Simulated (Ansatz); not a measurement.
C:
```yaml
crystal:
  lattice:
    - [0.00000, 1.78014, 1.78014]
    - [1.78014, 0.00000, 1.78014]
    - [1.78014, 1.78014, 0.00000]
  atoms:
    - { symbol: C, position: [0.50000, 0.50000, 0.50000] }
    - { symbol: C, position: [0.75000, 0.75000, 0.75000] }
```

Relaxed with r²SCAN.

Task: Map the electron localisation function on the plane through (0.500, 0.500, 0.500) spanned by u = [1, 0, 0] and v = [-1, 1, 1] in lattice vectors, from r²SCAN in the plane-wave PAW code Ansatz.

Result: x is the fraction of u, y of v (the angle between them is 90°; rows are the nearest grid lines); atoms in the plane: C at (0.00, 0.00), C at (0.50, 0.25).
```
|00268875557886200|
|01256543234565210|
|44554321012345544|
|66653210001235666|
|65532100000123556|
|33210000000001233|
|11100000000000111|
|00000000000000000|
|00000112221100000|
|00001244544210000|
|00013456665431000|
|00124555555542100|
|11345532223554311|
|34577520002577543|
|66888730003788866|
|67899973237999876|
|45899987578999854|
|01589987678998510|
|00268875557886200|
```
Scale: ten equal steps from 0.006 (start of '0') to 0.947 (end of '9'), in the order '0123456789'; x runs from 0.000 to 1.00, y from 0.000 (bottom) to 1.00 (top).

The density is the valence pseudo-density with augmentation charge, so density and ELF within about 1 Å of a nucleus are not all-electron values.

Space group Fd-3m (diamond). Symmetry was held in the r²SCAN relaxation.

Potentials: the earlier of the program's two PAW sets.
